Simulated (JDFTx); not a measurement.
```yaml
surface: Cu(110)
bulk: Cu, Fm-3m, lattice of mp-30 (not re-optimised)
slab: 8 atoms in 4 planes, (2×1), 3.8 Å between the outermost planes
in-plane cell: 7.155 × 2.530 Å, 18.10 Å²
cell_height: 22.8 Å
sampling: 4×8×1 k mesh, Fermi smearing 0.01 Ha, no spin polarisation
```

Adsorbate: C on both faces at 0.50 monolayer, started bridge and relaxed in vacuum, keeping the symmetry of the start.

Level of theory: PBE, GBRV ultrasoft potentials, plane waves to 20/100 Ha; code: a modified build of JDFTx. The adsorption energy per C is [E(slab + 2 C) − E(slab)]/2 − (E(CH4) − 2 E(H2)), with the gas molecules relaxed at the same level and slab energies taken as (E + F)/2, the usual estimate of zero smearing. In reaction energies these potentials put H₂ about 0.03 eV too high against large-basis PBE. Energies are static: no zero-point or thermal terms. Reconstruction of the substrate beyond this cell is outside the model.

Question: Predict the adsorption energy and the geometry, and the change of the work function.

Answer: 3.95 eV. C sits 0.39 Å above the highest substrate atom, bound to 5 Cu at 1.95 Å. The work function goes from 4.44 to 5.07 eV. In linear PCM (GLSSA13), water, 1 M NaF, at zero charge, the adsorption energy is 3.94 eV and the potential of zero charge moves from -0.27 to 0.24 V vs SHE (4.44 V convention).
